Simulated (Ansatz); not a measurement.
## ZnCdO2: computed property card

ZnCdO$_{2}$:
```
CELL_PARAMETERS angstrom
      3.38052     0.00000     0.00000
     -1.69026     2.92761     0.00000
      0.00000     0.00000     5.62302
ATOMIC_POSITIONS crystal
  Zn 0.00000 0.00000 0.99646
  Cd 0.66667 0.33333 0.48920
  O  0.66667 0.33333 0.09821
  O  0.00000 0.00000 0.65213
```

Space group P3m1 (No. 156); conventional cell a = 3.3805 Å, b = 3.3805 Å, c = 5.6230 Å, α = 90.00°, β = 90.00°, γ = 120.00°.

Method: the program Ansatz at the r²SCAN level (PAW). Structure relaxed to zero pressure with the same functional. Other levels are named where they apply.

Cell and energy:

* **Volume per atom**: 13.91 Å³
* **Density**: 6.26 g/cm³
* **Formation energy from the elements (no fitted shifts)**: -1.33 eV/atom

Electronic structure:

* **Band gap**: 0.43 eV (direct)
* **Valence-band maximum**: at Γ
* **Conduction-band minimum**: at Γ
* **Electron effective mass**: 0.098 mₑ (isotropic)
* **Electron effective mass with spin–orbit coupling**: 0.098 mₑ (isotropic)
* **Hole effective mass, band 1 of 2 at the edge**: 3.5 along x, 2.7 along z (mₑ)
* **Hole effective mass, band 2 of 2 at the edge**: 0.10 along x, 2.7 along z (mₑ)
* **HSE06 gap on the r²SCAN cell**: 1.49 eV
* **Gap with spin–orbit coupling**: 0.41 eV
* **Z2 indices of the occupied bands with spin–orbit coupling**: 0;(000)

Mechanics:

* **Bulk modulus (Birch–Murnaghan fit)**: 1180 kbar
* **Pressure derivative B′**: 4.1
* **Elastic constants (relaxed ions, GPa)**: C11 = 148, C12 = 95.5, C13 = 101, C14 = 1.8, C33 = 206, C44 = 18.0
* **Mechanical stability**: stable (all eigenvalues of C positive)
* **Hill bulk and shear moduli**: 120 and 24.8 GPa
* **Young's modulus**: 69.7 GPa
* **Poisson's ratio**: 0.40
* **Debye temperature from the elastic constants**: 279 K
* **Piezoelectric stress constants (proper, relaxed ions, C/m²)**: e15 = e24 = 0.66, e16 = e21 = -0.31, e22 = 0.31, e31 = e32 = 0.51, e33 = -1.01

Dielectric response:

Electronic dielectric constant ε∞ (DFPT): 5.99 (xx = yy), 6.13 (zz)
Static dielectric constant ε0 (ions relaxed, cell fixed): 11.8 (xx = yy), 10.8 (zz)
Born charges (a third of the trace): Zn +2.22, Cd +2.26, O -2.27 to -2.21 e

Phonons:

* **Highest zone-centre frequency (without LO–TO term)**: 548 cm⁻¹
* **Zone-centre stability**: no imaginary mode at Γ

Charges:

* **Bader charges**: Zn +1.28, Cd +1.19, O -1.25 to -1.23 e

The workflow started from a Materials Project entry (that database holds measured and hypothetical structures alike); the Crystallography Open Database copy checked does not list it. Whether it is the stable phase at ambient conditions was not checked. The r²SCAN relaxation kept the symmetry of its start. Signs of piezoelectric constants follow the polarity of the cell as given. The references are the lowest solids computed at this level, not always the standard phases (solids in place of the gases). Scalar-relativistic: spin–orbit coupling is off unless named, which matters more the heavier the elements.

Potentials: the later of the program's two PAW sets.
